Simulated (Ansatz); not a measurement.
Ba₂MgC₆N₆O₆: ²⁵Mg NMR of the central transition

Cell: a refined structure from the COD, taken as it stands.

Space group R-3:H (No. 148); a = 6.9794, c = 16.9761 Å, γ = 120.00°.

| site | Wyckoff | site symmetry | x | y | z |
| --- | --- | --- | --- | --- | --- |
| Ba | 6c | 3. | 0.0000 | 0.0000 | 0.7834 |
| Mg | 3a | -3. | 0.0000 | 0.0000 | 0.0000 |
| C | 18f | 1 | 0.8444 | 0.0571 | 0.4104 |
| N | 18f | 1 | 0.7796 | 0.8401 | 0.4104 |
| O | 18f | 1 | 0.6917 | 0.1086 | 0.4120 |

One atom of each set is listed; the run and its k-mesh use a cell of 21 atoms with edges of 6.95, 6.95, 6.95 Å.

Level of theory: DFT, PBE, plane waves and PAW, scalar-relativistic, 420 eV cutoff, Γ-centred 4×4×4 k-points, Fermi–Dirac smearing 0.02 eV (Ansatz 0.2.0).

²⁵Mg has I = 5/2 and Q = 199.4 mb (Pyykkö 2018); at 16.4 T its Larmor frequency is ν₀ = 42.8 MHz. Only the quadrupole interaction is simulated: positions count from each site's isotropic chemical shift, and J coupling is left out, as are shift anisotropy and dipolar coupling, which fast spinning averages.

Simulated pattern of one Mg site (fast magic-angle spinning, Gaussian broadening 0.07 kHz):

```tsv
offset (kHz)	height
-2.817	0
-2.734	1
-2.651	4
-2.568	4
-2.485	4
-2.402	5
-2.319	5
-2.236	5
-2.153	5
-2.070	5
-1.987	5
-1.904	5
-1.821	6
-1.738	26
-1.655	77
-1.572	49
-1.489	39
-1.407	35
-1.324	33
-1.241	32
-1.158	31
-1.075	31
-0.992	31
-0.909	33
-0.826	34
-0.743	37
-0.660	41
-0.577	48
-0.494	65
-0.411	100
-0.328	16
-0.245	0
```

Task: Which |C_Q| and η does the pattern imply?

Result: The pattern spans 2.32 kHz before broadening and its centre of gravity is at -1.08 kHz, which fixes P_Q; the places of the horns and steps fix η. That gives P_Q = 2.78 MHz, |C_Q| = 2.78 MHz and η = 0.00. The sign of C_Q can't be read from the pattern.

An axis of threefold or higher order runs through Mg, so V_zz lies along it and η is zero.

At this cell the principal stresses reach 5 GPa in size with PBE, which can matter for small gradients. The largest force is 0.8 eV/Å, so the atoms aren't at the calculated equilibrium and relaxing them would move these values.
